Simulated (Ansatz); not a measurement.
Given:

Sb:
```xyz
1
Lattice="-1.5723 1.5723 2.6761 1.5723 -1.5723 2.6761 1.5723 1.5723 -2.6761" Properties=species:S:1:pos:R:3 pbc="T T T"
Sb     0.0000     0.0000     0.0000
```

This is the PBEsol-relaxed structure.

Q: All from DFT-PBEsol in the program Ansatz with PAW potentials, unless another level is named. Predict the electronic character.

A: metallic (no gap).

Q: Next, the density of states at the Fermi level?

A: 0.66 states/eV per atom (mean over ±0.08 eV).

Space group I4/mmm (body-centred tetragonal). The workflow started from an entry of the Crystallography Open Database (COD), which files this formula under 5 space groups. It is not the phase usual at ambient conditions (space group No. 166). Symmetry was held in the PBEsol relaxation. At this level the phase is mechanically unstable. The volume moved by 18 % from the start of the relaxation. Spin–orbit coupling is left out wherever it is not named.

Potentials: the later of the program's two PAW sets.
